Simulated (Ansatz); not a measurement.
Relaxing an invented Cs₂VH₆ structure

These are results of DFT PBE, scalar-relativistic, plane waves, PAW in Ansatz 0.2.0, not measurements. Cutoff 420 eV, Gaussian smearing, Γ-centred meshes. Cell and atoms relax first on a coarse mesh and then on a finer one. In between, the cell is made exact in the group found at 0.06 Å. In metals the finer mesh still leaves noise of several meV/atom or more. The steps can't lower the symmetry of their start. Collinear spin, starting moments V 2.0 μB.

Recipe of this trial structure of Cs₂VH₆: random cell by space group and Wyckoff sites (Fm-3m, No. 225). Its size is a rough estimate.

```cif
data_structure
_symmetry_space_group_name_H-M 'Fm-3m'
_symmetry_Int_Tables_number 225
_cell_length_a 8.5530
_cell_length_b 8.5530
_cell_length_c 8.5530
_cell_angle_alpha 90.000
_cell_angle_beta 90.000
_cell_angle_gamma 90.000
_cell_volume 625.68
loop_
_atom_site_label
_atom_site_type_symbol
_atom_site_symmetry_multiplicity
_atom_site_Wyckoff_symbol
_atom_site_fract_x
_atom_site_fract_y
_atom_site_fract_z
_atom_site_occupancy
Cs1 Cs 8 c 0.25000 0.75000 0.75000 1
V1 V 4 a 0.00000 0.00000 0.00000 1
H1 H 24 e 0.81377 0.00000 0.00000 1
```

The zero of energy is the elements' standard structures at the same level (H₂ as a molecule); no fitted shifts are applied.

Problem. What does it relax into?

Solution. The symmetry stays Fm-3m (No. 225). The volume per atom grows by 24.8 %, from 17.4 to 21.7 Å³. The shortest distance goes from 1.59 Å (V–H) to 1.76 Å (V–H). The energy falls by about 0.13 eV/atom (the start's value is from the coarse mesh). Conventional cell: a = 9.210 Å. Cs has 12 H at 3.30 Å and 4 V at 3.99 Å; V has 6 H at 1.76 Å and 8 Cs at 3.99 Å; around H lie 1 V at 1.76 Å, 4 H at 2.49 Å and 4 Cs at 3.30 Å.

```
CELL_PARAMETERS angstrom
0.00000 4.60485 4.60485
4.60485 0.00000 4.60485
4.60485 4.60485 0.00000
ATOMIC_POSITIONS crystal
Cs 0.25000 0.25000 0.25000
Cs 0.75000 0.75000 0.75000
V 0.00000 0.00000 0.00000
H 0.19104 0.80896 0.80896
H 0.80896 0.19104 0.19104
H 0.80896 0.19104 0.80896
H 0.19104 0.80896 0.19104
H 0.80896 0.80896 0.19104
H 0.19104 0.19104 0.80896
```

Problem. How does it come out in energy, and is it a metal?

Solution. The formation energy is +0.09 eV/atom, the gap on the 8×8×8 mesh of the 9-atom cell is 0 eV (a metal) and the net moment per atom is 0.11 μB. The moment by site is V 0.7 μB.

A positive value: parting into the elements would lower its energy.

The last run used collinear spin and Gaussian smearing of 0.10 eV. With hydrogen, zero-point motion can shift formation energies by some tens of meV/atom. The magnetic state reached may not be the lowest. Symmetry constrained the relaxation, so the result can be a saddle point. In all, the 3 runs took 48 s on 1 thread of AMD EPYC 9R45 96-Core Processor (Zen 5), on a shared host. Site moments count only spheres around the atoms; the net moment includes the space between them.
